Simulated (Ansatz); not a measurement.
YPb3 (Cu3Au type, space group No. 221) at seven volumes, PBEsol (plane waves, PAW; program Ansatz), scaled uniformly. One row is withheld.

```json
[
 {"V (Å³/atom)": "25.280", "P (GPa)": "6.67"},
 {"V (Å³/atom)": "26.113", "P (GPa)": "4.07"},
 {"V (Å³/atom)": "26.946", "P (GPa)": "1.86"},
 {"V (Å³/atom)": "27.780", "P (GPa)": "0.00"},
 {"V (Å³/atom)": "28.613", "P (GPa)": "-1.57"},
 {"V (Å³/atom)": "29.447", "P (GPa)": "?"},
 {"V (Å³/atom)": "30.280", "P (GPa)": "-4.02"}
]
```

Task: Fit the shown pressures and predict the withheld one.

Result: P = (3/2)B₀(x^(7/2) − x^(5/2))[1 + (3/4)(B′ − 4)(x − 1)] with x = (V₀/V)^(2/3). Least squares on the six rows gives V₀ = 27.781 Å³/atom, B₀ = 56.9 GPa, B′ = 4.61. At V = 29.447, x = 0.9619 and P = -2.90 GPa. The run itself gave -2.90 GPa.

Space group Pm-3m (Cu3Au type). The workflow started from an entry of the Crystallography Open Database (COD). Its standing as an ambient phase is unchecked. Symmetry was held in the PBEsol relaxation; of distortions, only those at the zone centre were tested. No spin polarisation was allowed. Scalar-relativistic: spin–orbit coupling is off unless named, which matters more the heavier the elements.

Potentials: the later of the program's two PAW sets.
